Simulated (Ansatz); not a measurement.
ZrRh₃, in the lowest among the structures calculated here: Pm-3m (No. 221), cP4, Cu3Au type; a = b = c = 3.9048 Å, α = β = γ = 90.00°; Zr 1a (0.000, 0.000, 0.000); Rh 3c (0.000, 0.500, 0.500). All values below come from PBEsol (plane waves to 420 eV, PAW, scalar-relativistic; Ansatz, a quantum-chemistry and plane-wave program). Element references, the lowest calculated here: Zr (P6/mmm, not the ambient form), Rh (Fm-3m).

Q: What formation energy of this Pm-3m form of ZrRh3 from the elements does PBEsol give?

A: -0.69 eV/atom.

Q: Is it stable against the other phases calculated?

A: Yes: the most favourable decomposition, ZrRh3 → 2 Rh + ZrRh (Rh Fm-3m, ZrRh Pnma), costs 0.29 eV/atom.

Q: Over what range of chemical potentials is ZrRh3 stable among the phases calculated here? Give the corners of its window as Δμ = μ − μ(element).

A: 
| in equilibrium with | Δμ(Rh) (eV) | Δμ(Zr) (eV) |
|---|---|---|
| Rh | 0.0 | -2.8 |
| ZrRh | -0.6 | -1.0 |

At every corner Σ nΔμ equals the formation energy, about -2.8 eV per formula unit; the corners carry the error of several atoms' energies, a few 0.01 eV.

Hull of the energies calculated here, no anion corrections, zero temperature, no zero-point energy; an uncalculated phase could lie lower. Values are rounded to 0.01 eV/atom. The compounds carry no spin polarisation.
